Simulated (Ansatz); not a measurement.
Molecular dynamics on a 2×2×1 supercell (16 atoms) of LiTlS2 (ordering on zincblende), relaxed with r2SCAN. Forces come from PBEsol in the plane-wave code Ansatz: Langevin thermostat and barostat (NPT), 450 K, steps of 1 fs. Computed, non-magnetic; the trajectory is short and the cell small, so nothing here is a converged average. The structure comes from a prototype and may be hypothetical.

```yaml
crystal:
  lattice:
    - [8.1335437034, 0.0, 0.0]
    - [0.0, 8.1335437034, 0.0]
    - [0.0, 0.0, 5.7187778241]
  atoms:
    - { symbol: Li, position: [0.0, 0.0, 0.0] }
    - { symbol: S, position: [0.0, 0.25, 0.2309016892] }
    - { symbol: Tl, position: [0.25, 0.25, 0.5] }
    - { symbol: S, position: [0.25, 0.0, 0.7690983108] }
    - { symbol: Li, position: [0.0, 0.5, 0.0] }
    - { symbol: S, position: [0.0, 0.75, 0.2309016892] }
    - { symbol: Tl, position: [0.25, 0.75, 0.5] }
    - { symbol: S, position: [0.25, 0.5, 0.7690983108] }
    - { symbol: Li, position: [0.5, 0.0, 0.0] }
    - { symbol: S, position: [0.5, 0.25, 0.2309016892] }
    - { symbol: Tl, position: [0.75, 0.25, 0.5] }
    - { symbol: S, position: [0.75, 0.0, 0.7690983108] }
    - { symbol: Li, position: [0.5, 0.5, 0.0] }
    - { symbol: S, position: [0.5, 0.75, 0.2309016892] }
    - { symbol: Tl, position: [0.75, 0.75, 0.5] }
    - { symbol: S, position: [0.75, 0.5, 0.7690983108] }
kpoints:
  mp_grid: { grid: [2, 2, 2] }
hamiltonian:
  xc: pbesol
scf:
  occupations: { method: fermi_dirac, width: 0.039 }
md:
  ensemble: npt_langevin
  temperature: 450
  timestep: 1.0
  n_steps: 40
  initial_velocities: maxwell_boltzmann
  seed: 4257
```

Command: `ansatz run input.yaml --threads 4 --pin off --max-ram 3686MiB --backend cpu --events-out ev --progress --plain --runs-dir out`.

Q: What wall time did it need on 4 threads of AMD EPYC (Zen 3), on a shared host, load about 0.8 per core, and what peak of host memory did it reach?

A: About 2.8 min, with a peak of 1.2 GiB.

| step | t (fs) | T (K) | free energy F from step 0 (meV/atom) | kinetic energy (meV/atom) | pressure (GPa) | volume (Å³/atom) | largest force (eV/Å) |
| --- | --- | --- | --- | --- | --- | --- | --- |
| 0 | 0 | 422 | 0.0 | 54.5 | -0.49 | 23.65 | 0.01 |
| 1 | 1 | 423 | 0.1 | 54.7 | -0.49 | 23.65 | 0.08 |
| 2 | 2 | 417 | 0.5 | 54.0 | -0.50 | 23.65 | 0.15 |
| 3 | 3 | 396 | 1.2 | 51.1 | -0.53 | 23.67 | 0.23 |
| 4 | 4 | 374 | 2.0 | 48.4 | -0.56 | 23.68 | 0.30 |
| 5 | 5 | 354 | 3.0 | 45.8 | -0.59 | 23.70 | 0.37 |
| 6 | 6 | 362 | 4.1 | 46.8 | -0.60 | 23.72 | 0.45 |
| 7 | 7 | 359 | 5.4 | 46.3 | -0.60 | 23.73 | 0.53 |
| 8 | 8 | 336 | 6.7 | 43.4 | -0.60 | 23.73 | 0.60 |
| 9 | 9 | 311 | 8.0 | 40.2 | -0.60 | 23.73 | 0.67 |
| 10 | 10 | 310 | 9.4 | 40.0 | -0.57 | 23.73 | 0.75 |
| 11 | 11 | 279 | 10.9 | 36.1 | -0.56 | 23.73 | 0.81 |
| 12 | 12 | 240 | 12.3 | 31.0 | -0.54 | 23.72 | 0.88 |
| 13 | 13 | 226 | 13.5 | 29.2 | -0.51 | 23.71 | 0.93 |
| 14 | 14 | 230 | 14.6 | 29.8 | -0.47 | 23.70 | 0.98 |
| 15 | 15 | 209 | 15.6 | 27.0 | -0.43 | 23.68 | 1.02 |
| 16 | 16 | 188 | 16.6 | 24.3 | -0.39 | 23.66 | 1.06 |
| 17 | 17 | 189 | 17.5 | 24.4 | -0.34 | 23.64 | 1.10 |
| 18 | 18 | 172 | 18.4 | 22.2 | -0.29 | 23.61 | 1.13 |
| 19 | 19 | 171 | 19.0 | 22.1 | -0.23 | 23.58 | 1.16 |
| 20 | 20 | 160 | 19.6 | 20.7 | -0.18 | 23.55 | 1.19 |
| 21 | 21 | 143 | 20.0 | 18.4 | -0.13 | 23.52 | 1.22 |
| 22 | 22 | 148 | 20.3 | 19.1 | -0.07 | 23.49 | 1.24 |
| 23 | 23 | 162 | 20.5 | 21.0 | -0.01 | 23.46 | 1.26 |
| 24 | 24 | 172 | 20.6 | 22.2 | 0.04 | 23.44 | 1.28 |
| 25 | 25 | 189 | 20.7 | 24.5 | 0.09 | 23.41 | 1.29 |
| 26 | 26 | 194 | 20.9 | 25.0 | 0.14 | 23.39 | 1.30 |
| 27 | 27 | 196 | 20.9 | 25.3 | 0.17 | 23.37 | 1.31 |
| 28 | 28 | 211 | 20.9 | 27.3 | 0.21 | 23.35 | 1.30 |
| 29 | 29 | 221 | 20.9 | 28.6 | 0.26 | 23.32 | 1.29 |
| 30 | 30 | 254 | 20.7 | 32.8 | 0.32 | 23.29 | 1.27 |
| 31 | 31 | 274 | 20.5 | 35.4 | 0.38 | 23.26 | 1.24 |
| 32 | 32 | 296 | 20.3 | 38.3 | 0.44 | 23.24 | 1.21 |
| 33 | 33 | 278 | 20.1 | 36.0 | 0.48 | 23.21 | 1.16 |
| 34 | 34 | 312 | 19.9 | 40.4 | 0.54 | 23.18 | 1.11 |
| 35 | 35 | 317 | 19.7 | 41.0 | 0.59 | 23.16 | 1.06 |
| 36 | 36 | 340 | 19.6 | 44.0 | 0.66 | 23.13 | 1.02 |
| 37 | 37 | 387 | 19.6 | 50.0 | 0.73 | 23.10 | 0.97 |
| 38 | 38 | 395 | 19.7 | 51.0 | 0.78 | 23.08 | 0.99 |
| 39 | 39 | 373 | 19.9 | 48.2 | 0.80 | 23.06 | 1.02 |
| 40 | 40 | 386 | 20.3 | 49.9 | 0.84 | 23.04 | 1.04 |

The temperature starts at 422 K, is lowest at step 21 (143 K, 21 fs) and ends at 386 K. The atoms start on their lattice sites with kinetic energy alone, so much of it first passes into potential energy.

Positions (Å) and forces (eV/Å) at step 40:
```
cell (Å): 8.063 0.000 0.000; 0.000 8.063 0.000; 0.000 0.000 5.669
Li  -0.140  -0.038  -0.067     0.211  -0.166   0.194
S   -0.039   1.915   1.239     0.358   0.324   0.088
Tl   1.997   2.067   2.845    -0.304  -0.248  -0.167
S    1.860   0.055   4.353     0.138  -0.289  -0.053
Li   0.104   4.042   0.111    -0.072  -0.194  -0.286
S    0.050   6.020   1.322    -0.064   0.077  -0.131
Tl   2.075   6.059   2.820    -0.033   0.383   0.050
S    2.104   4.067   4.326    -0.213   0.042   0.445
Li   3.885  -0.006  -0.150     0.312   0.130   0.166
S    3.924   2.044   1.288     0.619  -0.236  -0.015
Tl   6.086   2.101   2.777    -0.503  -0.192   0.348
S    6.051  -0.057   4.304    -0.498   0.877   0.240
Li   3.992   4.053   0.136     0.160   0.159  -0.204
S    4.127   6.148   1.343    -0.579  -0.148  -0.513
Tl   6.079   6.068   2.836     0.438  -0.761   0.341
S    6.071   3.991   4.483     0.029   0.241  -0.502
```
